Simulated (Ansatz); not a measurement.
Q: Name crystals whose computed values (DFT-r²SCAN in the program Ansatz with PAW potentials) fall in these windows: electron conductivity mass (mₑ) 2.3 to 3.2; gap (eV) 0.75 to 1.0.

A: 

```csv
crystal,electron conductivity mass (mₑ),gap (eV)
"Rb2NaPdF6, I4/mmm (Pearson symbol tI20)",2.7,0.92
```
Others may fit too.

Spin orders computed, not proven ground states: Rb2NaPdF6, I4/mmm (Pearson symbol tI20) ferromagnetic. Standing as an ambient phase not checked: Rb2NaPdF6, I4/mmm (Pearson symbol tI20). The cell was relaxed under the symmetry of its start. Scalar-relativistic: spin–orbit coupling is off unless named, which matters more the heavier the elements.

Potentials: the later of the program's two PAW sets.
